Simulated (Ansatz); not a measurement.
Screening note. Surface loss at microwave frequencies, Drude damping in the near infrared and electronic heat conduction all follow from the resistivity and the plasma energy of a metal.

The reference row is fcc Ag. Frequency 30 GHz, photon energy 0.8 eV, T = 300 K, Lorenz number 2.44×10⁻⁸ WΩ/K². All rows are cubic metals, run without spin polarisation.

Levels of theory (Ansatz, a plane-wave PAW program): resistivity, plasma energy, N(E_F): PBEsol, Boltzmann equation with harmonic phonons, 300 K, mean over directions.

Not checked to be the ambient phase: ZrW2 (Fd-3m, cF24); ZrMo2 (Fd-3m, cF24); NaAu2 (Fd-3m, cF24); SrPd2 (Fd-3m, cF24). Spin–orbit coupling is left out unless named.

| crystal | ρ (μΩ·cm) | ħω_p (eV) | N(E_F) (states/eV/atom) |
|---|---|---|---|
| ZrW2 (Fd-3m, cF24) | 12 | 4.7 | 0.44 |
| ZrMo2 (Fd-3m, cF24) | 13 | 5.1 | 0.53 |
| fcc Ag, reference | 1.6 | 9.2 | 0.26 |
| NaAu2 (Fd-3m, cF24) | 8.7 | 5.6 | 0.25 |
| SrPd2 (Fd-3m, cF24) | 24 | 3.1 | 0.50 |

Working rules: R_s = √(πfμ₀ρ) = 6.283 mΩ × √(f ρ); ħγ = ħε₀ω_p²ρ = 0.1345 meV × (ħω_p)² ρ; quality = ω/γ; κ_e = L₀T/ρ = 732/ρ.

Task: Compute surface resistance, damping ħγ, Drude quality and electronic κ for SrPd2 (Fd-3m, cF24), showing the steps.

Result: 
1. R_s = 6.283 × √(30 × 24) = 170 mΩ
2. ħγ = 0.1345 × 3.1² × 24 = 31.0 meV
3. Drude quality: 800/31.0 = 26
4. κ_e = 732/24 = 31 W/(m·K)

Task: Rank all rows by Drude quality, highest first.

Result: The same steps for every row:

```tsv
crystal	surface resistance (mΩ)	damping ħγ (meV)	Drude quality	electronic κ (W/(m·K))
ZrW2 (Fd-3m, cF24)	120	35.7	22	61
ZrMo2 (Fd-3m, cF24)	120	45.5	18	56
fcc Ag, reference	44	18.2	44	460
NaAu2 (Fd-3m, cF24)	100	36.7	22	84
SrPd2 (Fd-3m, cF24)	170	31.0	26	31
```

In order of Drude quality, highest first: fcc Ag (44 ± 8.2), SrPd2 (Fd-3m, cF24) (26 ± 4.9) ≈ ZrW2 (Fd-3m, cF24) (22 ± 4.2) ≈ NaAu2 (Fd-3m, cF24) (22 ± 4.1) ≈ ZrMo2 (Fd-3m, cF24) (18 ± 3.3). The ± follows from allowances picked for this note (resistivity 12 %, plasma energy 4 %, 12 % for the model), carried to first order and added in quadrature; ≈ joins neighbours closer than their two ± added in quadrature. 0 of the 4 others clearly beat the reference on this figure.

Only phonon scattering is included, so films lose more. Interband absorption, often the larger optical loss, is outside the Drude quality. Resistivities move by up to 12 % from half the mesh. The rows are a sample of cubic metals; oxides, V to Ni (no spin in these runs) and Tl, Pb, Bi were not drawn. Limits of the draw: cubic metals without O, V to Ni, Tl, Pb or Bi. As a rule kept out of such tables: 4f compounds, open-shell compounds run without a Hubbard term, cells found unstable in the tests at hand, cells close to a higher symmetry, and runs set to a pressure or over 12 % in volume from the crystal's fullest run.
